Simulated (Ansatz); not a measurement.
A crystal relaxed with r2SCAN in the PAW code Ansatz has space group P-4m2 (No. 115) and a = 3.034 Å, c = 5.110 Å.

| atom | site | x | y | z |
| --- | --- | --- | --- | --- |
| Cd | 1a | 0.0000 | 0.0000 | 0.0000 |
| Xx | 2g | 0.0000 | 0.5000 | 0.3197 |
| Si | 1c | 0.5000 | 0.5000 | 0.5000 |

The r2SCAN gap is indirect, 1.51 eV (R to Γ), below the direct gap of 1.54 eV at Γ. The HSE06 gap is indirect, 2.39 eV (R to Γ), below the direct gap of 2.41 eV at Γ. Least and direct gap differ so little that the kind isn't settled. With PBE the valence top lies at R and the conduction bottom at Γ, 1.16 eV higher; the smallest vertical gap, at Γ, is 1.19 eV. Meshes: r2SCAN 8×8×6, HSE06 6×6×4, PBE 8×8×6. r2SCAN's ε∞ is 5.5 along x and y, 6.1 along z.

Q: Which element is Xx?
A. Sb
B. As
C. Bi
D. N

A: D. Xx is N: CdSiN2, ordered on the zincblende lattice (P-4m2) with 4 atoms a cell. Cd is surrounded by 4 N at 2.23 Å; N is surrounded by 2 Si at 1.77 Å and 2 Cd at 2.23 Å; Si is surrounded by 4 N at 1.77 Å.

Spin-unpolarised throughout. Whether this structure exists isn't addressed.

Spin-orbit coupling is left out.

The meshes of the hybrids are coarse, so their gaps aren't converged to the digits shown.
